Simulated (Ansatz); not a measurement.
Y$_{2}$Ga$_{3}$Cu in space group P3m1 (No. 156; Pearson symbol hP6), DFT-r²SCAN in the program Ansatz with PAW potentials, all energies at zero smearing, with the estimated change up to a 700 eV cutoff added, with one set of potentials and settings (totals compare only within such a set). Cell of 6 atoms (2 Y, 3 Ga, 1 Cu): -25725.604 eV.

```
element                reference phase  E (eV/atom)
-------  -----------------------------  -----------
Y        P6_3/mmc, 2 atoms in the cell   -3859.7073
Ga           Cmce, 4 atoms in the cell   -3790.2689
Cu          Fm-3m, 1 atoms in the cell   -6631.2396
```

Formation energy per atom, worked out: (-25725.604 − 2×(-3859.7073) − 3×(-3790.2689) − 1×(-6631.2396))/6 = -0.691 eV/atom (-67 kJ per mol of atoms), at 0 K, without zero-point energy or fitted corrections.

The workflow started from a Materials Project entry (that database holds measured and hypothetical structures alike); the Crystallography Open Database copy checked does not list it. With Ga and Cu taken as one species the cell has the higher symmetry P-3m1, so it may be an ordered model of a mixed-site phase. Its standing as an ambient phase is unchecked. Symmetry was held in the r²SCAN relaxation; whether a distortion lowers the energy is not shown. The run is not spin-polarised. The references are the lowest solids computed at this level, not always the standard phases.

Potentials: the later of the program's two PAW sets.
